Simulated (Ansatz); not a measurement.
# KCl with Na replacing K: gradients before and after relaxing the atoms

Start: a supercell of KCl (rock salt type, Fm-3m) built from an entry of the Crystallography Open Database (COD), with all atoms left at the host's positions.

Space group Fm-3m (No. 225); a = 18.8788 Å.

```
site  Wyckoff  site symmetry       x       y       z
  Na       4a           m-3m  0.0000  0.0000  0.0000
  K2      48h           m.m2  0.1667  0.1667  0.0000
  K5      32f            .3m  0.3333  0.1667  0.1667
 K15      24e           4m.m  0.5000  0.5000  0.3333
Cl28      32f            .3m  0.1667  0.1667  0.1667
Cl30      24e           4m.m  0.5000  0.5000  0.1667
Cl32      48i           m.m2  0.5000  0.3333  0.3333
Cl41       4b           m-3m  0.5000  0.5000  0.5000
```

One atom of each set is listed; the run and its k-mesh use a cell of 54 atoms with edges of 13.35, 13.35, 13.35 Å.

All values are calculated (Ansatz; DFT, PBE, plane waves and PAW, scalar-relativistic, 420 eV cutoff, Γ-centred 2×2×2 k-points, Fermi–Dirac smearing 0.01 eV), not measured.

The largest force at the start is 0.24 eV/Å. Relaxing the ions at fixed cell moves them by 0.147 Å at most (atom 30, Cl) and 0.051 Å rms.

```csv
site,moved (Å),first shell before,first shell after,V_zz before (10²¹ V/m²),η before
Na,0.000,6 Cl at 3.15 Å,6 Cl at 3.00 Å,0.00,–
K2,0.024,6 Cl at 3.15 Å,6 Cl at 3.13–3.16 Å,0.022,0.91
K15,0.032,6 Cl at 3.15 Å,6 Cl at 3.15–3.26 Å,0.038,0.00
Cl28,0.003,6 K at 3.15 Å,6 K at 3.14–3.15 Å,-0.023,0.00
Cl30,0.147,"5 K at 3.15 Å, 1 Na at 3.15 Å","1 Na at 3.00 Å, 5 K at 3.13–3.26 Å",1.24,0.00
Cl32,0.003,6 K at 3.15 Å,6 K at 3.15–3.16 Å,0.010,0.47
```

Question: What are V_zz and η after the relaxation?

Answer: 

```json
{"site": "Na", "V_zz after": "0.00", "η after": "–", "change of V_zz": "0.00"}
{"site": "K2", "V_zz after": "-0.28", "η after": "0.87", "change of V_zz": "–"}
{"site": "K15", "V_zz after": "0.39", "η after": "0.00", "change of V_zz": "+0.35"}
{"site": "Cl28", "V_zz after": "-0.070", "η after": "0.00", "change of V_zz": "-0.05"}
{"site": "Cl30", "V_zz after": "1.13", "η after": "0.00", "change of V_zz": "-0.11"}
{"site": "Cl32", "V_zz after": "0.25", "η after": "0.22", "change of V_zz": "+0.24"}
```

The largest change of V_zz along a kept axis is on K15, from 0.038 to 0.39. In per cent, |V_zz| changes by -9 on Cl (all sites that start above 0.5). On K2 the largest principal value lies along another axis in the second run, so the two V_zz can't be compared directly. Other sites with |V_zz| of 0.02 or less aren't listed.

The defect repeats with the cell of 54 atoms, so it feels its images: sites between two images don't show the values beside a lone defect, and zeros or small values of η there can come from the images' arrangement.
Before: The neighbours have not yet relaxed around the defect (largest force 0.24 eV/Å), so a real crystal will differ.
After: The relaxation keeps the site symmetry m-3m of the start, so the impurity can't leave its site; a start off the site could end lower.
